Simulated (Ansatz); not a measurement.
Ti$_{2}$SnC in space group P6_3/mmc (No. 194; Ti on 4f, Sn on 2d, C on 2a) at seven volumes, plane-wave PAW PBEsol (Ansatz code), shape and atoms relaxed at each. One row is withheld.

```tsv
V (Å³/atom)	P (GPa)
13.242	17.18
13.679	?
14.115	4.81
14.552	0.00
14.988	-4.07
15.425	-7.51
15.862	-10.37
```

Q: Fit the shown pressures and predict the withheld one.

A: Third-order Birch–Murnaghan: P = (3/2)B₀(x^(7/2) − x^(5/2))[1 + (3/4)(B′ − 4)(x − 1)] with x = (V₀/V)^(2/3). Least squares on the six rows gives V₀ = 14.551 Å³/atom, B₀ = 146.7 GPa, B′ = 4.58. At V = 13.679, x = 1.0421 and P = 10.45 GPa. The run itself gave 10.49 GPa.

The workflow started from a Materials Project entry (that database holds measured and hypothetical structures alike); the Crystallography Open Database copy checked does not list it. Its standing as an ambient phase is unchecked. The PBEsol relaxation kept the symmetry of its start; its stability against distortions is not shown here. The run is not spin-polarised. Spin–orbit coupling is left out wherever it is not named.

Potentials: the later of the program's two PAW sets.
